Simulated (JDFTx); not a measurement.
System: methanesulfonic acid, CH4O3S (SMILES CS(=O)(=O)O), charge 0, multiplicity 1; geometry: optimised with GFN2-xTB in vacuum (one conformer, no frequencies checked; largest PBE force component 1.4 eV/Å). Z-matrix (Å, degrees):
```
S
O 1 1.4233
O 1 1.4311 2 119.16
O 1 1.6164 2 109.14 3 -122.67
H 4 0.9577 1 108.81 2 123.49
C 1 1.7918 2 109.69 3 128.98
H 6 1.0803 1 108.00 2 -178.64
H 6 1.0803 7 111.77 1 117.39
H 6 1.0811 7 111.11 8 124.53
```

Level of theory: PBE, GBRV ultrasoft potentials, plane waves to 20/100 Ha; code: a modified build of JDFTx. Liquid: CANDLE, water, 1 M NaCl. The liquid run sits in a periodic box with 3.75 Å from the outermost atoms to the faces; the vacuum run is isolated. The box matters at about 0.01 eV. Solvation energy here means the total energy in the continuum liquid minus that in vacuum, same nuclei, nothing added for thermal motion or standard states.

This is the neutral, undissociated acid.

Task: Predict the solvation energy and the highest occupied level.

Result: The solvation energy comes out as -0.42 eV. The part: cavitation term of the fluid is 0.49 eV. The part: dispersion term of the fluid is -0.39 eV and the part: electrostatic term of the fluid comes out as -0.65 eV. The part: distortion of the solute's electrons comes out as 0.14 eV, the dipole moment in vacuum is 3.42 D and the dipole moment in the liquid is 4.78 D. The highest occupied level in vacuum (zero: vacuum level) is -7.47 eV and the highest occupied level in the liquid (zero: bulk electrolyte) is -7.65 eV.
